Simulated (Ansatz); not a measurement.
BiTe (rock salt, space group No. 225) at seven volumes, the program Ansatz at the r²SCAN level (PAW), scaled uniformly. One row is withheld.

```csv
V (Å³/atom),P (GPa)
30.759,6.02
31.773,3.65
32.787,?
33.801,0.00
34.815,-1.40
35.829,-2.59
36.843,-3.59
```

**Question.** Fit the shown pressures and predict the withheld one.

**Answer.** P = (3/2)B₀(x^(7/2) − x^(5/2))[1 + (3/4)(B′ − 4)(x − 1)] with x = (V₀/V)^(2/3). Least squares on the six rows gives V₀ = 33.802 Å³/atom, B₀ = 51.0 GPa, B′ = 4.73. At V = 32.787, x = 1.0205 and P = 1.67 GPa. The run itself gave 1.67 GPa.

Space group Fm-3m (rock salt). The workflow started from an entry of the Crystallography Open Database (COD), which files this formula under 2 space groups. Whether it is the stable phase at ambient conditions was not checked. The cell was relaxed with r²SCAN under the symmetry of its start; its stability against distortions is not shown here. Scalar-relativistic: spin–orbit coupling is off unless named, which matters more the heavier the elements.

Potentials: the later of the program's two PAW sets.
